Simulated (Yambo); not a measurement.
## Convergence of the G0W0 gap of AlPO4

G0W0@LDA for AlPO4 (space group P6_3mc, No. 186) in Yambo. Reference settings: 3×3×1 Γ-centred k mesh, 297 bands and a 7 Ry block in the screening, 297 bands in G with the Bruneval-Gonze terminator, plasmon pole fitted at 27.2 eV. The LDA gap Γ → Γ on this mesh is 5.34 eV; G0W0 gaps are taken between the same points.

```
change from the reference                      G0W0 gap Γ → Γ (eV)  shift of the valence edge (eV)        rough Yambo cost
---------------------------------------------  -------------------  ------------------------------  ----------------------
reference settings                                            8.56                           -1.96                       1
70 bands in W, 70 bands in G                                  8.91                           -1.82               about 1/5
110 bands in W, 110 bands in G                                8.63                           -1.80               about 1/3
164 bands in W, 164 bands in G                                8.57                           -1.87  within a factor of two
wavefunctions cut at 10 Ry                                    8.26                           -1.45  within a factor of two
wavefunctions cut at 20 Ry                                    8.52                           -1.86  within a factor of two
wavefunctions cut at 30 Ry                                    8.55                           -1.94  within a factor of two
exchange cut at 40 Ry                                         8.50                           -1.90                       –
exchange cut at 5 Ry                                          6.41                            1.26                       –
70 bands in W, 70 bands in G, 3 Ry block                      9.00                           -1.97               about 1/8
70 bands in W, 70 bands in G, 6 Ry block                      8.89                           -1.80               about 1/5
110 bands in W, 110 bands in G, 6 Ry block                    8.59                           -1.78               about 1/3
164 bands in W, 164 bands in G, 6 Ry block                    8.52                           -1.84               about 1/2
70 bands in W, 70 bands in G, no terminator                   8.70                           -1.45               about 1/5
110 bands in W, 110 bands in G, no terminator                 8.40                           -1.44               about 1/3
```

The reference isn't shown to be the converged limit. Costs are rough (shared machines), scaled to the same edge states, and given only for runs that recompute the screening.

Geometry of the Materials Project entry, not relaxed at this level; primitive cell a = b = 5.2860 Å, c = 8.6294 Å, α = β = 90.00°, γ = 120.00°.

A shift is the quasiparticle energy of the state minus its LDA energy.
